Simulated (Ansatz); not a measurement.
All numbers below come from Ansatz 0.2.0, DFT r2SCAN, scalar-relativistic, plane waves, PAW.

Structure of TiNi:

```yaml
crystal:
  lattice:
    - [3.00262, 0.00000, 0.00000]
    - [0.00000, 3.00262, 0.00000]
    - [0.00000, 0.00000, 2.95870]
  atoms:
    - { symbol: Ti, position: [0.50000, 0.50000, 0.50000] }
    - { symbol: Ni, position: [0.00000, 0.00000, 0.00000] }
```

Cutoff 500 eV; k points 16×16×12 on the computed 2-atom cell (Γ-centred); Gaussian smearing, width 0.10 eV; no spin polarisation.

Levels along Γ–X–M–Γ–Z–R–A–Z | X–R | M–A, in eV from the Fermi level, sorted by energy at each point. Points in fractions of the primitive reciprocal vectors: Γ (0.000 0.000 0.000), X (0.000 0.500 0.000), M (0.500 0.500 0.000), Z (0.000 0.000 0.500), R (0.000 0.500 0.500), A (0.500 0.500 0.500).
```tsv
point	k (1/Å, with 2π)	band 12	band 13	band 14	band 15	band 16	band 17	band 18
Γ	0.000	-2.14	-2.08	-2.08	0.46	0.55	2.67	2.70
-	0.149	-2.14	-2.09	-2.07	0.43	0.56	2.52	2.57
-	0.299	-2.16	-2.11	-2.03	0.31	0.57	2.16	2.23
-	0.448	-2.19	-2.14	-1.97	0.11	0.54	1.71	1.81
-	0.598	-2.21	-2.16	-1.91	-0.14	0.35	1.27	1.39
-	0.747	-2.23	-2.18	-1.85	-0.42	-0.06	0.92	1.05
-	0.897	-2.23	-2.19	-1.80	-0.64	-0.51	0.69	0.84
X	1.046	-2.24	-2.20	-1.79	-0.73	-0.71	0.61	0.76
-	1.196	-2.25	-2.23	-1.86	-0.75	-0.61	0.68	0.86
-	1.345	-2.33	-2.21	-2.06	-0.84	-0.30	0.81	1.13
-	1.495	-2.46	-2.30	-1.96	-0.92	0.09	0.92	1.48
-	1.644	-2.52	-2.44	-1.46	-0.97	0.48	0.91	1.83
-	1.794	-2.70	-1.99	-0.99	-0.80	0.72	0.79	2.12
-	1.943	-2.81	-1.54	-0.93	-0.14	0.40	0.92	2.32
M	2.093	-2.85	-1.37	-0.83	0.19	0.19	0.90	2.39
-	2.304	-2.75	-1.66	-1.19	-0.04	0.32	0.94	2.24
-	2.515	-2.49	-2.24	-1.96	-0.14	0.47	0.78	1.91
-	2.727	-2.54	-2.35	-2.17	0.01	0.54	0.60	1.59
-	2.938	-2.37	-2.32	-1.96	0.20	0.55	0.87	1.57
-	3.150	-2.22	-2.21	-1.95	0.29	0.55	1.65	1.93
-	3.361	-2.15	-2.12	-2.04	0.41	0.55	2.38	2.44
Γ	3.572	-2.14	-2.08	-2.08	0.46	0.55	2.67	2.70
-	3.724	-2.12	-2.09	-2.09	0.48	0.51	2.55	2.55
-	3.876	-2.12	-2.12	-2.08	0.38	0.53	2.18	2.18
-	4.027	-2.16	-2.16	-2.01	0.18	0.55	1.71	1.71
-	4.179	-2.20	-2.20	-1.94	-0.07	0.42	1.27	1.27
-	4.331	-2.23	-2.23	-1.87	-0.35	0.06	0.91	0.91
-	4.482	-2.25	-2.25	-1.82	-0.58	-0.38	0.67	0.67
Z	4.634	-2.25	-2.25	-1.80	-0.67	-0.58	0.59	0.59
-	4.784	-2.29	-2.26	-1.89	-0.63	-0.55	0.67	0.71
-	4.933	-2.39	-2.20	-2.10	-0.72	-0.23	0.83	1.00
-	5.082	-2.53	-2.35	-1.92	-0.81	0.17	0.96	1.37
-	5.232	-2.59	-2.40	-1.39	-0.86	0.57	0.96	1.74
-	5.381	-2.77	-1.95	-0.87	-0.72	0.81	0.90	2.05
-	5.531	-2.89	-1.52	-0.82	-0.05	0.52	1.05	2.26
R	5.680	-2.93	-1.34	-0.74	0.28	0.33	1.03	2.33
-	5.830	-2.94	-1.34	-0.74	0.01	0.04	1.10	2.69
-	5.979	-2.96	-1.33	-0.76	-0.53	-0.52	1.30	3.26
-	6.129	-2.99	-1.33	-1.09	-1.08	-0.79	1.65	3.28
-	6.278	-3.02	-1.59	-1.57	-1.32	-0.86	2.11	3.29
-	6.428	-3.02	-2.00	-1.96	-1.32	-1.00	2.64	3.31
-	6.577	-2.61	-2.27	-2.22	-1.32	-1.20	3.09	3.32
A	6.727	-2.37	-2.37	-2.31	-1.34	-1.30	3.27	3.34
-	6.938	-2.52	-2.49	-2.15	-1.23	-1.13	2.99	3.23
-	7.149	-2.70	-2.70	-1.86	-1.09	-0.70	2.35	2.90
-	7.361	-2.85	-2.69	-1.71	-0.97	-0.25	1.59	2.49
-	7.572	-2.81	-2.54	-1.83	-0.86	0.14	0.82	2.29
-	7.784	-2.62	-2.28	-2.06	-0.76	0.12	0.41	1.87
-	7.995	-2.38	-2.21	-1.97	-0.65	-0.43	0.55	0.99
Z	8.206	-2.25	-2.25	-1.80	-0.67	-0.58	0.59	0.59
X	8.206	-2.24	-2.20	-1.79	-0.73	-0.71	0.61	0.76
-	8.358	-2.27	-2.22	-1.88	-0.75	-0.60	0.73	0.82
-	8.510	-2.37	-2.18	-2.09	-0.83	-0.27	0.95	1.02
-	8.661	-2.52	-2.35	-1.92	-0.91	0.16	1.06	1.40
-	8.813	-2.59	-2.42	-1.39	-0.96	0.58	1.04	1.77
-	8.965	-2.78	-1.95	-0.96	-0.70	0.85	0.92	2.09
-	9.116	-2.89	-1.50	-0.88	-0.02	0.51	1.06	2.30
R	9.268	-2.93	-1.34	-0.74	0.28	0.33	1.03	2.33
M	9.268	-2.85	-1.37	-0.83	0.19	0.19	0.90	2.39
-	9.420	-2.86	-1.36	-0.83	-0.07	-0.07	0.97	2.72
-	9.572	-2.90	-1.36	-0.83	-0.60	-0.60	1.19	3.20
-	9.723	-2.95	-1.35	-1.16	-1.16	-0.85	1.56	3.21
-	9.875	-2.99	-1.64	-1.64	-1.35	-0.90	2.07	3.23
-	10.027	-3.02	-2.02	-2.02	-1.34	-1.01	2.64	3.25
-	10.178	-2.55	-2.28	-2.28	-1.34	-1.18	3.13	3.26
A	10.330	-2.37	-2.37	-2.31	-1.34	-1.30	3.27	3.34
```

Spin polarisation was left out, and a magnetic state may lie lower.

A ferromagnetic start lost its moments in a first run, so spin was left out; other magnetic orders weren't tried.